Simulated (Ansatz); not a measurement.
Relaxed HfO₂ (fluorite):

```
CELL_PARAMETERS angstrom
      0.00000     5.09760     5.09760
      2.54880     2.54880     5.09760
      2.54880     2.54880     0.00000
ATOMIC_POSITIONS crystal
  Hf 0.00000 0.00000 0.00000
  Hf 0.50000 0.00000 0.00000
  O  0.00000 0.25000 0.25000
  O  0.50000 0.25000 0.25000
  O  0.00000 0.75000 0.75000
  O  0.50000 0.75000 0.75000
```

The atoms are displaced by Q × the pattern below (from a DFPT mode at X = (0.5, 0.5, 0.0), largest move 1; Q in Å), at fixed cell. It is one choice among 2 degenerate patterns. (q is in reciprocal vectors of the primitive cell; the cell shown is doubled to hold the pattern.)

| atom | x | y | z |
|---|---|---|---|
| Hf1 | 0.001 | 0.000 | 0.000 |
| Hf2 | -0.001 | 0.000 | 0.000 |
| O3 | 0.000 | -1.000 | 0.000 |
| O4 | 0.000 | 1.000 | 0.000 |
| O5 | 0.000 | -1.000 | 0.000 |
| O6 | 0.000 | 1.000 | 0.000 |

The numbers are results of PBE (plane waves to 420 eV, PAW, scalar-relativistic; Ansatz, a program for electronic structure), not measurements. k mesh 11×11×11 (Γ-centred), Fermi-Dirac smearing 0.05 eV. E stands for the smeared free energy. HfO2 is run without spin polarisation. HfO2 was relaxed with its symmetry unable to fall. Spin-orbit coupling is left out, though Hf is heavy. This is a high-temperature form of HfO2. ΔE is measured from the undisplaced structure.

```
Q (Å)    ΔE (meV/cell)
-------  -------------
-0.2800           3260
-0.2333           2155
-0.1867       withheld
-0.1400            720
-0.0933            312
-0.0467             77
0.0000               0
0.0467              77
0.0933             312
0.1400             720
0.1867        withheld
0.2333            2155
0.2800            3260
```

Question: Fit an even polynomial form (powers 2, 4) to the given rows and predict ΔE at Q = 0.1867.

Answer: Least squares on the 11 given rows: ΔE = (35100)·Q² + (82630)·Q⁴, in meV/cell with Q in Å; root-mean-square residual 0.2 meV/cell. At 0.1867 the fit gives 1324 meV/cell; the calculation gives 1323 meV/cell, so the interpolation is off by 1 (+0.1 %). The quadratic term alone would give 1223 meV/cell.

(A displaced cell: forces are minus the slopes of the energy, force constants its curvatures, and phonons follow from these.)
